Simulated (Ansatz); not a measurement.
Bands of TiOs

```xyz
2
Lattice="3.0800 0.0000 0.0000 0.0000 3.0800 0.0000 0.0000 0.0000 3.0800" Properties=species:S:1:pos:R:3 pbc="T T T"
Ti    1.5400    1.5400    1.5400
Os    0.0000    0.0000    0.0000
```

Atom numbers follow the list: Ti1, Os2.

Conventional cell: a = 3.080 Å, b = 3.080 Å, c = 3.080 Å, α = 90.00°, β = 90.00°, γ = 90.00°. Ti (atom 1) has 8 Os at 2.67 Å as nearest neighbours. Around Os (atom 2) lie 8 Ti at 2.67 Å.

The cell comes from COD entry 1537945, which wasn't checked; take it as a given geometry.

No spin–orbit coupling, which matters for the heavy atoms here.

The calculation used Ansatz 0.2.0, DFT, PBEsol, all-electron LAPW, scalar-relativistic.

Settings: a Γ-centred 13×13×13 k mesh, Fermi–Dirac smearing of 0.03 eV, basis error target 0.5 meV/atom, no spin polarisation.

Points in fractions of the reciprocal vectors of this cell: Γ (0, 0, 0), X (0, 0.5, 0), M (0.5, 0.5, 0), R (0.5, 0.5, 0.5). The path joins them by straight lines in the order Γ–X–M–Γ–R–X–R–M; legs that retrace an earlier one aren't tabulated. Energies are in eV from the Fermi level.

(1) Metal or insulator at this level of theory?

(2) Tabulate bands 23 to 29, counted from the lowest band of the run, along the path.

Answers

(1) No gap opens: metallic or semimetallic.

(2) 
```
k (1/Å)  point  band 23  band 24  band 25  band 26  band 27  band 28  band 29
   0.00      Γ    -5.31    -1.34    -1.34    -1.34     1.84     1.84     3.69
   0.15           -5.22    -1.36    -1.36    -1.30     1.73     1.88     3.44
   0.29           -4.98    -1.42    -1.42    -1.18     1.40     2.00     2.85
   0.44           -4.61    -1.49    -1.49    -0.98     0.92     2.15     2.17
   0.58           -4.18    -1.56    -1.56    -0.73     0.34     1.56     1.56
   0.73           -3.78    -1.61    -1.61    -0.46    -0.25     1.07     1.07
   0.87           -3.51    -1.64    -1.64    -0.72    -0.22     0.75     0.75
   1.02      X    -3.42    -1.65    -1.65    -0.91    -0.11     0.64     0.64
   1.17           -3.53    -1.77    -1.76    -0.63    -0.55     0.66     1.18
   1.31           -3.48    -2.05    -1.70    -1.33     0.10     0.73     1.96
   1.46           -3.03    -2.39    -1.96    -1.31     0.75     0.82     2.37
   1.60           -2.71    -2.48    -2.26    -0.72     0.93     1.33     2.50
   1.75           -2.97    -2.87    -1.24    -0.04     1.03     1.78     2.40
   1.89           -3.13    -3.11    -0.09     0.59     1.10     1.92     2.06
   2.04      M    -3.19    -3.19     0.88     0.88     1.10     1.20     2.15
   2.25           -3.11    -2.99    -0.37    -0.03     1.27     1.99     1.99
   2.45           -2.88    -2.44    -1.74    -1.30     0.96     1.73     2.10
   2.66           -2.95    -2.54    -2.08    -1.61     0.73     1.49     1.98
   2.86           -3.95    -2.14    -1.96    -0.84     1.11     1.36     1.38
   3.07           -4.69    -1.74    -1.59    -0.85     1.45     1.87     1.94
   3.28           -5.15    -1.45    -1.39    -1.19     1.71     1.85     3.08
   3.48      Γ    -5.31    -1.34    -1.34    -1.34     1.84     1.84     3.69
   3.73           -5.10    -1.48    -1.48    -1.10     1.75     1.75     2.60
   3.99           -4.53    -1.90    -1.90    -0.94     1.23     1.67     1.67
   4.24           -3.72    -2.49    -2.49    -2.24     1.76     1.76     2.13
   4.49           -3.16    -3.16    -2.75    -2.75     1.80     1.80     2.38
   4.74           -3.47    -2.89    -2.12    -2.12     1.59     1.59     2.67
   5.00           -3.64    -1.90    -1.71    -1.71     1.40     1.40     2.93
   5.25      R    -3.69    -1.57    -1.57    -1.57     1.31     1.31     3.01
   5.46           -3.65    -1.88    -1.77    -1.43     1.33     1.39     2.93
   5.66           -3.55    -2.57    -2.23    -1.18     1.38     1.49     2.65
   5.87           -3.42    -2.90    -2.74    -1.06     1.44     1.45     2.14
   6.07           -3.16    -3.13    -2.51    -1.14     1.24     1.42     1.52
   6.28           -3.46    -2.69    -1.82    -1.33     0.56     0.96     1.57
   6.49           -3.60    -2.12    -1.54    -0.91    -0.33     0.73     1.35
   6.69      X    -3.42    -1.65    -1.65    -0.91    -0.11     0.64     0.64
   8.13      R    -3.69    -1.57    -1.57    -1.57     1.31     1.31     3.01
   8.28           -3.67    -1.90    -1.49    -1.49     1.31     1.36     2.96
   8.43           -3.61    -2.68    -1.25    -1.25     1.29     1.41     2.82
   8.57           -3.51    -3.51    -0.87    -0.87     1.27     1.38     2.63
   8.72           -3.40    -3.40    -0.38    -0.38     1.24     1.29     2.44
   8.86           -3.29    -3.29     0.17     0.17     1.20     1.22     2.29
   9.01           -3.21    -3.21     0.66     0.66     1.13     1.20     2.19
   9.15      M    -3.19    -3.19     0.88     0.88     1.10     1.20     2.15
```
